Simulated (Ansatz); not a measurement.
TiS2:
```
TiS2
1.0
    3.41592     0.00000     0.00000
   -1.70796     2.95827     0.00000
    0.00000     0.00000    19.75518
Ti S
3 6
Direct
  0.00000   0.00000   0.50000
  0.00000   0.00000   0.83325
  0.00000   0.00000   0.16675
  0.33333   0.66667   0.57180
  0.33333   0.66667   0.90505
  0.33333   0.66667   0.23855
  0.66667   0.33333   0.76145
  0.66667   0.33333   0.09495
  0.66667   0.33333   0.42820
```

Relaxed with plane-wave PAW PBE (Ansatz code). Indices refer to the conventional cell of P-3m1, a = 3.4159 Å, b = 3.4159 Å, c = 6.5851 Å, α = 90.00°, β = 90.00°, γ = 120.00°.

### Question
Simulate the powder diffraction pattern (Cu Kα, λ = 1.54184 Å; lines above 1 %) up to 2θ = 90°.

### Answer
Simulated powder pattern, Cu Kα, λ = 1.54184 Å (kinematic, ideal powder, no thermal factors, no anomalous dispersion; the 30 strongest lines at most, above 1 %, up to 2θ = 90°):

```json
[
 {"2θ (°)": "13.45", "d (Å)": "6.585", "I/Imax (%)": "100", "hkl": "(0001)"},
 {"2θ (°)": "30.21", "d (Å)": "2.958", "I/Imax (%)": "2.0", "hkl": "(1 0 -1 0)"},
 {"2θ (°)": "33.20", "d (Å)": "2.698", "I/Imax (%)": "74", "hkl": "(0 1 -1 1)+(1 0 -1 1)"},
 {"2θ (°)": "41.02", "d (Å)": "2.201", "I/Imax (%)": "54", "hkl": "(0 1 -1 2)+(1 0 -1 2)"},
 {"2θ (°)": "51.87", "d (Å)": "1.763", "I/Imax (%)": "25", "hkl": "(1 0 -1 3)+(0 1 -1 3)"},
 {"2θ (°)": "53.66", "d (Å)": "1.708", "I/Imax (%)": "22", "hkl": "(1 1 -2 0)"},
 {"2θ (°)": "55.59", "d (Å)": "1.653", "I/Imax (%)": "12", "hkl": "(1 1 -2 1)"},
 {"2θ (°)": "55.85", "d (Å)": "1.646", "I/Imax (%)": "4.1", "hkl": "(0004)"},
 {"2θ (°)": "64.58", "d (Å)": "1.443", "I/Imax (%)": "8.9", "hkl": "(2 0 -2 1)+(0 2 -2 1)"},
 {"2θ (°)": "64.81", "d (Å)": "1.439", "I/Imax (%)": "4.8", "hkl": "(1 0 -1 4)+(0 1 -1 4)"},
 {"2θ (°)": "69.69", "d (Å)": "1.349", "I/Imax (%)": "9.6", "hkl": "(2 0 -2 2)+(0 2 -2 2)"},
 {"2θ (°)": "71.66", "d (Å)": "1.317", "I/Imax (%)": "2.5", "hkl": "(0005)"},
 {"2θ (°)": "77.88", "d (Å)": "1.227", "I/Imax (%)": "7.1", "hkl": "(0 2 -2 3)+(2 0 -2 3)"},
 {"2θ (°)": "79.69", "d (Å)": "1.203", "I/Imax (%)": "1.0", "hkl": "(0 1 -1 5)+(1 0 -1 5)"},
 {"2θ (°)": "81.14", "d (Å)": "1.185", "I/Imax (%)": "7.7", "hkl": "(1 1 -2 4)"},
 {"2θ (°)": "88.75", "d (Å)": "1.102", "I/Imax (%)": "7.6", "hkl": "(1 2 -3 1)+(2 1 -3 1)"},
 {"2θ (°)": "88.96", "d (Å)": "1.100", "I/Imax (%)": "2.0", "hkl": "(0 2 -2 4)+(2 0 -2 4)"}
]
```

Symmetry was held in the PBE relaxation. No spin polarisation was allowed. The volume lies over 15 % above that of the usual cell of this phase: another minimum, or an error of the functional. A crystal of weakly bound layers computed without a dispersion correction: the cell and the soft elastic constants depend strongly on that.

Potentials: the earlier of the program's two PAW sets.
